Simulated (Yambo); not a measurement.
```
MgS
1.0
    0.00000     2.82619     2.82619
    2.82619     0.00000     2.82619
    2.82619     2.82619     0.00000
Mg S
1 1
Direct
  0.00000   0.00000   0.00000
  0.25000   0.25000   0.25000
```

MgS (zinc blende, space group F-43m, No. 216): mean Im ε in 1 eV windows above the direct gap of 5.19 eV, for different electron-hole kernels (Yambo, broadening 0.15 eV, PBEsol (pw.x of Quantum ESPRESSO, ONCV potentials, no spin-orbit coupling) bands; 6×6×6 mesh, 3 valence and 1 conduction bands, static screening with 22 bands and a 4 Ry block, scissor 1.88 eV, Tamm-Dancoff; field along x).

| window (eV) | independent quasiparticles | BSE |
|---|---|---|
| 5.2 to 6.2 | 0.8 | 5.5 |
| 6.2 to 7.2 | 3.9 | 5.5 |
| 7.2 to 8.2 | 7.6 | 3.0 |

This run doesn't resolve bound excitons or single peaks, so only averages are given, and they too depend on the mesh; weight that the attraction moves below the gap isn't listed. All transitions below 8.48 eV are in the band window. The scissor comes from a G0W0 run whose convergence isn't established.

Geometry relaxed with PBEsol.

This is not the ordinary phase of the substance; no match was found in the copy of COD used, and its stability was not checked.
